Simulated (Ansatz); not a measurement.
Relaxation of a generated trial cell of FeSi in the AFLOW prototype AB_cF16_227_a_b (B32, as in NaTl); 4 atoms in the cell, which starts as Fd-3m, origin choice 1 (No. 227), cF16; a = b = c = 5.9670 Å, α = β = γ = 90.00°. The numbers are results of r2SCAN (plane waves to 500 eV, PAW, scalar-relativistic; Ansatz, a program for electronic structure), not measurements. Γ-centred k-mesh 7×7×7 on the run's cell (coarser than for final values), Fermi–Dirac smearing 0.05 eV. This is the first round of the run. Spin-polarised start, with parallel moments on Fe.

The optimiser's lines from the output (shortened; P is positive under compression):

```
relax step   1: F+E_penalty+E_count = -10249.02303092 eV  Δ(F+E_penalty+E_count) = +0.000e0 eV  max|allowed force component| = 7.712e-17 eV/Å  Δτ_max = 0.0000 Å  P = -14.063 GPa  Ω = 53.114 Å³  (17 SCF iters, dr2 threshold 1.00e-7 eV, accepted)
relax step   2: F+E_penalty+E_count = -10249.29209735 eV  Δ(F+E_penalty+E_count) = -2.691e-1 eV  max|allowed force component| = 2.209e-16 eV/Å  Δτ_max = 0.0000 Å  P = -4.943 GPa  Ω = 48.874 Å³  (14 SCF iters, dr2 threshold 4.00e-7 eV, accepted)
relax step   3: F+E_penalty+E_count = -10249.31647675 eV  Δ(F+E_penalty+E_count) = -2.438e-2 eV  max|allowed force component| = 7.401e-17 eV/Å  Δτ_max = 0.0000 Å  P = +1.406 GPa  Ω = 46.849 Å³  (14 SCF iters, dr2 threshold 4.00e-7 eV, accepted)
relax step   4: F+E_penalty+E_count = -10249.31806914 eV  Δ(F+E_penalty+E_count) = -1.592e-3 eV  max|allowed force component| = 1.272e-16 eV/Å  Δτ_max = 0.0000 Å  P = +0.091 GPa  Ω = 47.256 Å³  (10 SCF iters, dr2 threshold 4.00e-7 eV, accepted)
relax step   5: F+E_penalty+E_count = -10249.31805618 eV  Δ(F+E_penalty+E_count) = +1.296e-5 eV  max|allowed force component| = 9.425e-17 eV/Å  Δτ_max = 0.0000 Å  P = +0.001 GPa  Ω = 47.284 Å³  (9 SCF iters, dr2 threshold 2.05e-8 eV, accepted)
relax step   6: F+E_penalty+E_count = -10249.31546544 eV  Δ(F+E_penalty+E_count) = +2.591e-3 eV  max|allowed force component| = 1.104e-16 eV/Å  Δτ_max = 0.0000 Å  P = -0.074 GPa  Ω = 47.284 Å³  stress off target by 7.39e-2 GPa  SCF on the basis re-selected at this cell (its energy is not comparable with the rows above)  (15 SCF iters)
relax step   7: F+E_penalty+E_count = -10249.31548506 eV  Δ(F+E_penalty+E_count) = -1.963e-5 eV  max|allowed force component| = 1.133e-16 eV/Å  Δτ_max = 0.0000 Å  P = +0.001 GPa  Ω = 47.261 Å³  (9 SCF iters, dr2 threshold 1.36e-8 eV, accepted)
relax step   8: F+E_penalty+E_count = -10249.31548506 eV  Δ(F+E_penalty+E_count) = -7.094e-11 eV  max|allowed force component| = 1.307e-16 eV/Å  Δτ_max = 0.0000 Å  P = +0.000 GPa  Ω = 47.261 Å³  stress off target by 2.91e-4 GPa  SCF on the basis re-selected at this cell (its energy is not comparable with the rows above)  (16 SCF iters)
```

From the first to the last row the energy changes by -0.07 eV/atom and the volume by -11.0 %. The last row is marked as not comparable with the walk above it, whose basis was carried along; it does compare with step 1, since both stand on a basis selected at the nominal cutoff for their own cell.

Later rounds, restarted from the end of this one on a renewed k-mesh, logged 4 more steps and released under 0.01 eV/atom more. The final structure after all rounds: Fd-3m, origin choice 1 (No. 227), cF16, AFLOW prototype AB_cF16_227_a_b (B32, as in NaTl); a = b = c = 5.728 Å, α = β = γ = 90.00°. Between re-selections the logged energies stand on a plane-wave basis carried along with the cell. Spin state reached: ferromagnetic (net 1.10 μB/atom), from parallel starting moments; other spin orders were not run from this start. r2SCAN tends to overstate moments in metals.

The run could not lose the symmetry of its start, so the end can be a saddle point.

All atoms sit on sites fixed by symmetry, so only the cell could relax.

The relaxed structure here is a generated cell of FeSi: the first start was made by placing the elements on the sites of a structure type, and the end was not matched to a known phase here, so it may be hypothetical.
